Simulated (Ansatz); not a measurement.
LuSb (rock salt, Fm-3m) at seven volumes, the program Ansatz at the PBEsol level (PAW), scaled uniformly. One row is withheld.

| V (Å³/atom) | P (GPa) |
|---|---|
| 24.532 | 7.72 |
| 25.341 | ? |
| 26.149 | 2.19 |
| 26.958 | 0.00 |
| 27.767 | -1.88 |
| 28.576 | -3.52 |
| 29.384 | -4.93 |

Q: Fit the shown pressures and predict the withheld one.

A: P = (3/2)B₀(x^(7/2) − x^(5/2))[1 + (3/4)(B′ − 4)(x − 1)] with x = (V₀/V)^(2/3). Least squares on the six rows gives V₀ = 26.959 Å³/atom, B₀ = 67.8 GPa, B′ = 3.97. At V = 25.341, x = 1.0421 and P = 4.75 GPa. The run itself gave 4.74 GPa.

The first step of the workflow began from a Materials Project structure, measured or hypothetical; the Crystallography Open Database copy checked does not list it. Its standing as an ambient phase is unchecked. Symmetry was held in the PBEsol relaxation; of distortions, only those at the zone centre were tested. Scalar-relativistic: spin–orbit coupling is off unless named, which matters more the heavier the elements.

Potentials: the later of the program's two PAW sets.
